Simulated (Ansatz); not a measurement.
# Zone-centre modes in CsK2AlF6

Theory: DFT PBEsol, scalar-relativistic, plane waves, PAW (Ansatz 0.2.0). Cutoff 420 eV, Γ-centred 6×6×6 k-points, Gaussian smearing of 0.05 eV. No spin polarisation.

The undisturbed cell (relaxed at this level; it needn't be the usual structure):

```xyz
10
Lattice="0.0000 4.5334 4.5334 4.5334 0.0000 4.5334 4.5334 4.5334 0.0000" Properties=species:S:1:pos:R:3 pbc="T T T"
K     6.8001    6.8001    6.8001
K     2.2667    2.2667    2.2667
Cs    4.5334    4.5334    4.5334
Al    0.0000    0.0000    0.0000
F     1.8178    4.5334    4.5334
F     4.5334    4.5334    1.8178
F     7.2490    4.5334    4.5334
F     4.5334    1.8178    4.5334
F     4.5334    7.2490    4.5334
F     4.5334    4.5334    7.2490
```

Harmonic modes by finite displacements of 0.02 Å, without the LO–TO term.

Problem. At this geometry, is the structure stable against these modes?

Solution. No: 6 modes are unstable, the strongest at 105i cm⁻¹.

Problem. List the wavenumbers in cm⁻¹.

Solution. 105i, 105i, 105i, 55i, 55i, 55i, 0, 0, 0, 15, 15, 15, 114, 114, 114, 153, 153, 153, 283, 283, 283, 374, 374, 374, 402, 402, 547, 568, 568, 568.

Cost: 1 run of about 2.1 core-minutes, on Intel Xeon (Ice Lake) (shared hosts).